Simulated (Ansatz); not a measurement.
Field gradients of CdPtC₆N₆ from run to run

Cell of run 1: a structure deposited in the COD, atoms as given.

Space group Fm-3m (No. 225); a = 10.9474 Å.

```csv
site,Wyckoff,site symmetry,x,y,z
Cd,4b,m-3m,0.5000,0.5000,0.5000
Pt,4a,m-3m,0.0000,0.0000,0.0000
C,24e,4m.m,0.5000,0.5000,0.1861
N,24e,4m.m,0.5000,0.5000,0.2857
```

One atom of each set is listed; the run and its k-mesh use a cell of 14 atoms with edges of 7.74, 7.74, 7.74 Å.

Relaxed positions (PBE, cell held):

Cd (0.5000, 0.5000, 0.5000)
Pt (0.0000, 0.0000, 0.0000)
C (0.5000, 0.5000, 0.1833)
N (0.5000, 0.5000, 0.2890)

All runs are DFT with Ansatz 0.2.0 (plane waves and PAW, scalar-relativistic unless spin–orbit coupling is named, Γ-centred meshes, Fermi–Dirac smearing where given) in this cell.

Run 1: PBE, atoms as given; 420 eV, 5×5×5 k-points, smearing 0.05 eV.
Run 2: PBE, atoms relaxed; 420 eV, 5×5×5 k-points, smearing 0.05 eV.
Run 3: r2SCAN, at the relaxed atoms; 500 eV, 5×5×5 k-points, smearing 0.05 eV.
Run 4: PBE with spin–orbit coupling, at the relaxed atoms; 420 eV, 5×5×5 k-points, smearing 0.05 eV.

```tsv
run	C V_zz (η)	N V_zz (η)
1	-4.03 (0.00)	-7.17 (0.00)
2	-3.81 (0.00)	-5.87 (0.00)
3	-4.17 (0.00)	-6.15 (0.00)
4	?	?
```

V_zz in 10²¹ V/m²; 2 of the 4 sets of like atoms are followed.

**Question.** Estimate the row of run 4.

**Answer.** C: -3.82 (0.00); N: -5.88 (0.00). It lies nearest to run 2, from whose tensors on these sites it differs by 0.01 at most (largest principal value of the difference). Taken one at a time, the positions of the atoms (as given or relaxed) move the tensors on these sites by up to 1.31 (largest principal value of the change, on N), the functional (r2SCAN with its higher cutoff) by 0.36 (C), spin–orbit coupling by 0.01.

The database entry as given showed forces above 3 eV/Å or a pressure above 30 GPa, though relaxing it moves no atom far. In runs 1, 3 the atoms aren't at the calculated equilibrium (largest force 10, 0.86 eV/Å). The cell isn't the equilibrium one in run 1 (calculated pressure 10 GPa), and the entry's cell may itself be off.
